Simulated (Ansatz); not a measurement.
Relax this structure to zero stress and force, keeping its symmetry:

```yaml
crystal:
  lattice:
    - [0.00000, 2.82891, 2.82891]
    - [2.82891, 0.00000, 2.82891]
    - [2.82891, 2.82891, 0.00000]
  atoms:
    - { symbol: Ge, position: [0.00000, 0.00000, 0.00000] }
    - { symbol: Ge, position: [0.25000, 0.25000, 0.25000] }
```

These are results of DFT r2SCAN, scalar-relativistic, plane waves, PAW (Ansatz), not measurements.

Cutoff 500 eV; k points 12×12×12 on the computed 2-atom cell (Γ-centred); Gaussian smearing, width 0.02 eV; no spin polarisation.

What does it relax to?

The volume goes up by 0.21 Å³/atom to 22.85 Å³/atom, and the energy falls by 0.4 meV/atom. Final structure:
```xyz
2
Lattice="0.0000 2.8375 2.8375 2.8375 0.0000 2.8375 2.8375 2.8375 0.0000" Properties=species:S:1:pos:R:3 pbc="T T T"
Ge    0.0000    0.0000    0.0000
Ge    1.4188    1.4188    1.4188
```

Course of the relaxation (steps run on the plane waves of an earlier cell, and the basis is chosen afresh near the end, so energy and pressure can step there; trial steps that raised the energy were taken back; energies are free energies):

```json
{"step": "1", "E − E_final (meV/atom)": "0.4", "P (GPa)": "0.67", "V (Å³/atom)": "22.64"}
{"step": "2", "E − E_final (meV/atom)": "0.1", "P (GPa)": "0.09", "V (Å³/atom)": "22.82"}
{"step": "3", "E − E_final (meV/atom)": "0.1", "P (GPa)": "0.00", "V (Å³/atom)": "22.85"}
{"step": "4", "E − E_final (meV/atom)": "0.0", "P (GPa)": "0.00", "V (Å³/atom)": "22.85"}
```